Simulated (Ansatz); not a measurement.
Elements on the sites of an ideal caesium chloride lattice, at a guessed lattice constant:

```yaml
crystal:
  lattice:
    - [0.00000, -5.87512, 0.00000]
    - [5.87512, 0.00000, 2.93756]
    - [-2.93756, 0.00000, 5.87512]
  atoms:
    - { symbol: Al, position: [0.25000, 0.30000, 0.10000] }
    - { symbol: Al, position: [0.25000, 0.50000, 0.50000] }
    - { symbol: Al, position: [0.25000, 0.70000, 0.90000] }
    - { symbol: Al, position: [0.75000, 0.30000, 0.10000] }
    - { symbol: Al, position: [0.75000, 0.50000, 0.50000] }
    - { symbol: Al, position: [0.75000, 0.70000, 0.90000] }
    - { symbol: Al, position: [0.25000, 0.90000, 0.30000] }
    - { symbol: Al, position: [0.25000, 0.10000, 0.70000] }
    - { symbol: Al, position: [0.75000, 0.90000, 0.30000] }
    - { symbol: Al, position: [0.75000, 0.10000, 0.70000] }
    - { symbol: Ni, position: [0.50000, 0.20000, 0.40000] }
    - { symbol: Ni, position: [0.00000, 0.20000, 0.40000] }
    - { symbol: Ni, position: [0.00000, 0.60000, 0.20000] }
    - { symbol: Ni, position: [0.00000, 0.80000, 0.60000] }
    - { symbol: Ru, position: [0.00000, 0.00000, 0.00000] }
    - { symbol: Pd, position: [0.50000, 0.40000, 0.80000] }
    - { symbol: Pd, position: [0.00000, 0.40000, 0.80000] }
    - { symbol: Pd, position: [0.50000, 0.60000, 0.20000] }
    - { symbol: Pd, position: [0.50000, 0.80000, 0.60000] }
    - { symbol: Pt, position: [0.50000, 0.00000, 0.00000] }
```

Cell and atoms were relaxed without symmetry on coarser meshes and computed once more. All numbers below come from Ansatz, DFT PBE, scalar-relativistic, plane waves, PAW.

Cutoff 420 eV; k points 4×4×5 on the computed 20-atom cell (Γ-centred); Gaussian smearing, width 0.10 eV; no spin polarisation.

The relaxation ran on 2×2×2 (shifted) k points with a smearing of 0.1 eV, from sites shaken by 0.02 Å.

What does the relaxation give?

A volume of 13.48 Å³/atom and no gap on the mesh. The atoms leave their sites by 0.08 Å (root mean square) and 0.13 Å at most, and the cell stretches by up to 1.5 % at fixed volume.

```
CELL_PARAMETERS angstrom
0.00030 -5.90412 -0.00072
6.07301 0.00006 3.00968
-3.03381 0.00087 6.01398
ATOMIC_POSITIONS crystal
Al 0.24386 0.30444 0.11374
Al 0.24025 0.49346 0.49045
Al 0.24005 0.70500 0.90463
Al 0.75576 0.30450 0.11375
Al 0.75953 0.49362 0.49041
Al 0.75965 0.70507 0.90479
Al 0.24030 0.91043 0.30646
Al 0.24442 0.09343 0.68686
Al 0.75947 0.91029 0.30638
Al 0.75529 0.09337 0.68688
Ni 0.50004 0.20197 0.40373
Ni 0.99974 0.20140 0.39263
Ni 0.99998 0.61967 0.20772
Ni 0.99981 0.78847 0.60625
Ru 0.99989 0.00498 0.99790
Pd 0.49990 0.40078 0.79594
Pd 0.99978 0.39505 0.79862
Pd 0.49975 0.60456 0.20043
Pd 0.49982 0.79057 0.59849
Pt 0.49986 0.00922 0.00271
```

The final mesh leaves forces up to 0.17 eV/Å and stresses up to 1.1 GPa: the relaxation ran on a coarser mesh, so the cell's shape, its bonds and its energy belong partly to that mesh.

The k mesh is coarse. Spin-orbit coupling is left out, which matters for the bands of heavy elements. Spin polarisation was left out, and a magnetic state may lie lower.

Cost: 2 runs of about 12 core-minutes in all (earlier runs that led there not counted), on Arm Neoverse V1 (shared hosts).